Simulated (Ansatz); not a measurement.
A 2-atom cell of MgS started from a crystallographic database, relaxed with r2SCAN, was run in the plane-wave code Ansatz under altered settings. All numbers are computed, without spin polarisation but where a row says otherwise.

```xyz
2
Lattice="0.0000 2.6015 2.6015 2.6015 0.0000 2.6015 2.6015 2.6015 0.0000" Properties=species:S:1:pos:R:3 pbc="T T T"
Mg    0.0000    0.0000    0.0000
S     2.6015    2.6015    2.6015
```

The base run's other keys:
```yaml
kpoints:
  mp_grid: { grid: [4, 4, 4] }
hamiltonian:
  xc: hse06
scf:
  occupations: { method: fixed }
  n_extra_bands: 4
```

It takes 10 iterations with 701 plane waves at 420 eV and 8 k points, and leaves a mean stress of -0.06 GPa. The gap over this mesh is 3.800 eV. It ran on 4 threads of Arm Neoverse N1, on a shared host.

Outcomes, with energy and stress as changes against the base:
```
                                  setting    outcome  ΔF (meV/atom)  Δ mean stress (GPa)  gap on the mesh (eV)  iterations  wall time
PBE hybrid, exx coeff 0.35, omega 0.5 1/Å  converged              –                 +0.1                 3.473          10      3.9 s
 PBE hybrid, exx coeff 0.1, omega 0.3 1/Å  converged              –                 +1.0                 3.088           9      3.6 s
                scf.exx.ecutfock_ratio: 4  converged            0.0                  0.0                 3.800          10      3.7 s
PBE hybrid, exx coeff -0.2, omega 0.1 1/Å    refused              –                    –                     –           –     0.03 s
                       scf.mixing.ndim: 1  converged            0.0                  0.0                 3.800          13      3.8 s
```
A dash marks a value that wasn't obtained or can't be compared. Stress is positive in compression. The base took 3.7 s.

- PBE hybrid, exx coeff 0.35, omega 0.5 1/Å. That is 35 % exact exchange, screened with ω = 0.5 1/Å, against HSE06's 25 % screened at 0.208 1/Å. The mean stress moves by +0.1 GPa and the gap on the mesh by -0.328 eV (to 3.473). Totals of different functionals aren't comparable.
- PBE hybrid, exx coeff 0.1, omega 0.3 1/Å. That is 10 % exact exchange, screened with ω = 0.3 1/Å, against HSE06's 25 % screened at 0.208 1/Å. The mean stress moves by +1.0 GPa and the gap on the mesh by -0.713 eV (to 3.088). Totals of different functionals aren't comparable.
- PBE hybrid, exx coeff -0.2, omega 0.1 1/Å. It is rejected at once. Error: invalid value for `hamiltonian.xc.exx.coeff`: must be finite and in (0, 1]; got -0.2

Within 1 meV an atom, 0.1 GPa and 0.005 eV of the base stay: scf.exx.ecutfock_ratio: 4; scf.mixing.ndim: 1.

The stress of a hybrid is loosely converged in these runs.

The meshes of the hybrids are coarse, so their gaps aren't converged to the digits shown.
